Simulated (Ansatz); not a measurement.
CdSe:
```
CdSe
1.0
    4.24763     0.00000     0.00000
   -2.12381     3.67855     0.00000
    0.00000     0.00000    13.87794
Cd Se
4 4
Cartesian
  0.00000   0.00000   0.00319
  0.00000   0.00000   6.94215
  2.12381   1.22618  10.41082
  0.00000   2.45237   3.47185
  0.00000   0.00000  11.27940
  0.00000   0.00000   4.34043
  2.12381   1.22618   7.80595
  0.00000   2.45237   0.86699
```

x, y and z are the axes in which the lattice vectors are written.

Problem. Give the proper piezoelectric stress tensor with relaxed ions from LDA (plane waves, PAW; program Ansatz).

Solution. In C/m², rows x, y, z, Voigt columns; mesh uncertainty up to 0.01.
```
 0.00   0.00   0.00   0.00   0.09   0.00
 0.00   0.00   0.00   0.09   0.00   0.00
 0.13   0.13  -0.22   0.00   0.00   0.00
```

The elastic tensor of the same run (GPa):

```
81.0  49.8  42.0   0.0   0.0   0.0
49.8  81.0  42.0   0.0   0.0   0.0
42.0  42.0  90.5   0.0   0.0   0.0
 0.0   0.0   0.0  13.9   0.0   0.0
 0.0   0.0   0.0   0.0  13.9   0.0
 0.0   0.0   0.0   0.0   0.0  15.6
```

Problem. Convert to strain constants d = e·S.

Solution. In pC/N:
```
 0.0   0.0   0.0   0.0   6.7   0.0
 0.0   0.0   0.0   6.7   0.0   0.0
 2.5   2.5  -4.7   0.0   0.0   0.0
```

Space group P6_3mc. The cell is a constructed one: a structure type filled with these elements. Its sites differ from those of the usual phase in this space group: another stacking or structure type. The cell was relaxed with LDA under the symmetry of its start; phonons on a q-mesh show no instability.

Potentials: the later of the program's two PAW sets.
